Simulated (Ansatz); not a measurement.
**Bands of GdN**

```
CELL_PARAMETERS angstrom
0.00000 2.49950 2.49950
2.49950 0.00000 2.49950
2.49950 2.49950 0.00000
ATOMIC_POSITIONS crystal
Gd 0.00000 0.00000 0.00000
N 0.50000 0.50000 0.50000
```

Atom numbers follow the list: Gd1, N2.

The cell is COD entry 9008638, as deposited and not checked against the literature; nothing was relaxed.

Semilocal functionals without a Hubbard term describe localised f shells poorly; where the shell is localised, the real material differs.

All numbers below come from DFT, PBE, all-electron LAPW, Dirac equation with spin-orbit coupling (Ansatz 0.2.0).

The runs use a Γ-centred 11×11×11 k mesh, Fermi–Dirac smearing of 0.05 eV, basis error target 1 meV/atom, spin-polarised from start moments Gd1 7 μB, magnetisation along z, ending with a spin moment of 6.95 μB in the cell.

Points in fractions of the reciprocal vectors of this cell: Γ (0, 0, 0), X (0.5, 0, 0.5), U (0.625, 0.25, 0.625), K (0.375, 0.375, 0.75), L (0.5, 0.5, 0.5), W (0.5, 0.25, 0.75). The path joins them by straight lines in the order Γ–X–U–K–Γ–L–W–X; legs that retrace an earlier one aren't tabulated. Energies are in eV from the Fermi level.

Problem. List the levels at U between -20 and 3 eV.

Solution. -19.15, -18.58, -18.05, -12.22, -12.20, -3.51, -3.47, -3.39, -3.18, -3.14, -2.98, -2.81, -2.29, -2.27, -1.70, -1.56, -1.36, -1.24, 1.46, 1.72, 1.90, 1.96, 1.98, 2.20, 2.32, 2.38.

Problem. List the levels at Γ between -20 and 3 eV.

Solution. -19.50, -18.46, -17.83, -17.32, -13.06, -13.05, -3.69, -3.50, -3.45, -3.43, -3.06, -2.94, -2.92, -0.92, -0.90, -0.88, 0.23 (×2), 0.25, 1.62, 2.10, 2.22, 2.28, 2.38, 2.43, 2.50, 2.76, 2.83, 3.00.

Problem. List the levels at K between -20 and 3 eV.

Solution. -19.22, -18.74, -17.95, -12.22, -12.20, -3.62, -3.39, -3.32, -3.17, -3.06, -3.01, -2.95, -2.30, -2.23, -1.72, -1.49, -1.43, -1.21, 1.41, 1.80, 1.95, 1.98 (×2), 2.16, 2.24, 2.34.

Problem. What is the band gap?

Solution. None at this level of theory (metallic, semimetallic, or a small gap that the functional closes).
